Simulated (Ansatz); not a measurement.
# Levels of theory for PbSSe (Janus 1T monolayer)

All numbers come from Ansatz 0.2.0. (Calculated; non-magnetic; the phase may be known or hypothetical.)

Structure: a free-standing Janus 1T monolayer of PbSSe, at its r2SCAN minimum. The sheet's in-plane cell has a = 3.894 Å, b = 3.894 Å (γ = 120.0°), and its outermost atoms lie 3.18 Å apart along the normal. Pb is surrounded by 3 S at 2.71 Å and 3 Se at 2.80 Å; S is surrounded by 3 Pb at 2.71 Å; Se is surrounded by 3 Pb at 2.80 Å.

```
Pb S Se
1.0
     3.89399    0.00000    0.00000
    -1.94699    3.37229    0.00000
     0.00000    0.00000   30.13158
Pb S Se
1 1 1
Direct
  0.00000 0.00000 0.30042
  0.33333 0.66667 0.35051
  0.66667 0.33333 0.24514
```
Two periodic directions, a and b.

Relaxed lattice by functional, symmetry kept:

| functional | k mesh | a (Å) | thickness (Å) |
| --- | --- | --- | --- |
| PBE | 12×12×1 | 3.932 | 3.21 |
| r2SCAN | 12×12×1 | 3.894 | 3.18 |
| PBEsol | 12×12×1 | 3.854 | 3.20 |
| LDA | 12×12×1 | 3.817 | 3.18 |
| HSE06 | 6×6×1 | 3.882 | 3.12 |

Band edges at fixed r2SCAN geometry:
```json
{"level": "LDA", "k mesh": "12×12×1", "gap (eV)": "0.20", "kind": "indirect", "edges": "Γ → M", "least direct gap (eV)": "0.52", "rough cost": "14 core-seconds"}
{"level": "PBE", "k mesh": "12×12×1", "gap (eV)": "0.29", "kind": "indirect", "edges": "Γ → M", "least direct gap (eV)": "0.62", "rough cost": "20 core-seconds"}
{"level": "PBE+SOC", "k mesh": "12×12×1", "gap (eV)": "0.20", "kind": "indirect", "edges": "Γ → M", "least direct gap (eV)": "0.64", "rough cost": "70 core-seconds"}
{"level": "r2SCAN", "k mesh": "12×12×1", "gap (eV)": "0.46", "kind": "indirect", "edges": "Γ → M", "least direct gap (eV)": "0.78", "rough cost": "30 core-seconds"}
{"level": "r2SCANh", "k mesh": "6×6×1", "gap (eV)": "0.88", "kind": "indirect", "edges": "Γ → M", "least direct gap (eV)": "1.23", "rough cost": "8 core-minutes"}
{"level": "HSE06", "k mesh": "6×6×1", "gap (eV)": "0.80", "kind": "indirect", "edges": "Γ → M", "least direct gap (eV)": "1.17", "rough cost": "7 core-minutes"}
{"level": "HSE06+SOC", "k mesh": "6×6×1", "gap (eV)": "0.67", "kind": "indirect", "edges": "Γ → M", "least direct gap (eV)": "1.19", "rough cost": "30 core-minutes"}
{"level": "PBE0", "k mesh": "6×6×1", "gap (eV)": "1.46", "kind": "indirect", "edges": "Γ → M", "least direct gap (eV)": "1.84", "rough cost": "7 core-minutes"}
```
PBE, PBE+SOC, HSE06+SOC: smearing of 0.02 eV; the others have fixed occupations.
Wave cutoffs: 420 eV, 500 eV (r2SCAN, r2SCANh). Run but not listed, since they were read on a mesh alone, on too coarse a mesh, or into states of the vacuum: LC-ωPBE.
Costs come from shared machines and give only the order; PBE's includes the band path. The runs had 4 threads of Intel(R) Xeon(R) 6975P-C (Granite Rapids), on a shared host.

The HSE06 gap is indirect, 0.80 eV (Γ to M), below the direct gap of 1.17 eV at M. Spin-orbit coupling changes the PBE gap by -0.098 eV, to 0.20 eV. Spin-orbit coupling changes the HSE06 gap by -0.132 eV, to 0.67 eV.

r2SCAN covers 31 % of the step from PBE to HSE06, while HSE06 needs about 12 times r2SCAN's rough cost (on a coarser mesh). For gaps to 0.1 eV, spin-orbit coupling (up to 0.13 eV here) has to be included. All these functionals give a gap of the same kind, indirect.

Only the levels marked +SOC include spin-orbit coupling.

For some runs the program warns that the potential is rough where the density is thin, which bears on empty states near the vacuum.

Small gaps with spin-orbit coupling can be splittings of inverted bands, not the fundamental gap; semilocal functionals often invert bands that the real crystal keeps in order.
